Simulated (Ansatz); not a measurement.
## Hg (hcp type) under strong compression

```xyz
2
Lattice="3.2841 0.0000 0.0000 -1.6421 2.8442 0.0000 0.0000 0.0000 5.0724" Properties=species:S:1:pos:R:3 pbc="T T T"
Hg    0.0000    1.8961    1.2681
Hg    1.6421    0.9481    3.8043
```

The cell comes from a relaxation on PAW files under the same functional, begun from a prototype that needn't be the stable phase.

Its volume is scaled, and at each volume shape and atoms are relaxed on PAW files; all methods then take that cell.

Level of theory: DFT with PBEsol, scalar-relativistic, in Ansatz 0.2.0; a Γ-centred 15×15×8 k mesh, Fermi–Dirac smearing of 0.08 eV, no spin polarisation. LAPW: all electrons, basis error target 1 meV/atom; PAW: frozen-core files, cutoff 420 eV; crystal datasets: all electrons, by PAW datasets that the program makes for each cell; norm-conserving: pseudopotentials, cutoff 898 eV; PAW (cutoff 250 eV): frozen-core files, cutoff 250 eV.

Energies are extrapolated to zero smearing and count from the unscaled cell; pressure is positive in compression; gaps take the mesh and a band path. No temperature or zero-point motion is included.

Spin–orbit coupling is left out, which matters for the heavy atoms. The PAW files were made under PBE. The structure type is held throughout; the real material can change phase at far lower pressure.

```
V/V0  V (Å³/atom)  P LAPW (GPa)  ΔE LAPW (eV/atom)  P PAW − LAPW (GPa)  ΔE PAW − LAPW (meV/atom)  space group  shortest distance (Å)
1.00        23.69         -0.01              0.000                0.01                       0.0     P6_3/mmc                  3.167
0.88        20.85          6.63              0.047                0.01                       0.2     P6_3/mmc                  3.078
0.78        18.48             ?              0.235                0.01                       0.3     P6_3/mmc                  2.949
0.68        16.11          52.1              0.741                0.01                       0.4     P6_3/mmc                  2.805
0.58        13.74         124.0              1.968                0.02                       0.8     P6_3/mmc                  2.681
0.50        11.84         250.0              4.089               -0.01                       0.9     P6_3/mmc                  2.558
0.43        10.19         473.1              7.700                0.06                       1.0     P6_3/mmc                  2.431
```

Task: What belongs in the row "0.78", column "P LAPW (GPa)"?

Result: 20.7.

Task: Fit the Vinet equation to the LAPW pressures over the whole range, with residuals weighted by 1/(|P| + 0.03·Pmax).

Result: V0 = 23.59 Å³/atom, B0 = 35.4 GPa and B0′ = 7.42, and the fit misses no point by more than 3.9 GPa. A fit over so wide a range pins B0 less well than one near rest.

Task: At the smallest volume, how far do crystal datasets and norm-conserving and PAW (cutoff 250 eV) lie from LAPW in pressure?

Result: crystal datasets: +0.01 GPa; norm-conserving: -1.25 GPa; PAW (cutoff 250 eV): -21.83 GPa, on a LAPW pressure of 473.1 GPa.
